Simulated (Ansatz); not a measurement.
# Zone-centre phonons of WC at 7 GPa: input and output

Theory: Ansatz, DFT LDA, scalar-relativistic, plane waves, PAW.

Launched with:
```bash
ansatz run input.yaml --threads 1 --pin off --max-ram 3072MiB --backend cpu --events-out ev --progress --plain --runs-dir out
```

Input (bare energies are in eV):
```yaml
crystal:
  lattice:
    - [2.8678114796, 0.0, 0.0]
    - [-1.4339057398, 2.4835975946, 0.0]
    - [0.0, 0.0, 2.7989154629]
  atoms:
    - { symbol: W, position: [0.0, 0.0, 0.0] }
    - { symbol: C, position: [0.6666666667, 0.3333333333, 0.5] }
basis:
  ecutwfc: 420
kpoints:
  mp_grid: { grid: [18, 18, 14] }
hamiltonian:
  xc: lda
scf:
  occupations: { method: fermi_dirac, width: 0.15 }
output:
  eigenvalues: true
phonons:
  method: dfpt
  eigenvectors: true
```

The end of the output:
```
--- Phonons (Γ-DFPT): 4 representative perturbations + reference, on 728 of 4536 k-points (Σ response iterations 12) ---
  k mesh reduced under 4 symmetry operations, with k and −k counted as one. Each operation leaves every solved displacement unchanged or reverses it
  ASR residual: 3.008e-4 → 0.000e0 eV/Å²; symmetrization residual: 8.275e-7 eV/Å²
  ASR residual per site (eV/Å²): 3.01e-4 3.28e-5
  Γ frequencies (cm⁻¹): 0.00 0.00 0.00 621.42 647.37 647.37
  non-analytic LO–TO correction: not included (Born effective charges unavailable; polar crystals: no LO–TO splitting at Γ)
```

It took 30 s on 1 thread of AMD EPYC 9R45 96-Core Processor (Zen 5) (shared host), peak memory 0.88 GiB.

In a metal, frequencies and elastic constants depend on the k mesh and the smearing, soft modes and shear constants most. Spin–orbit coupling is left out, which can shift energies with elements as heavy as these.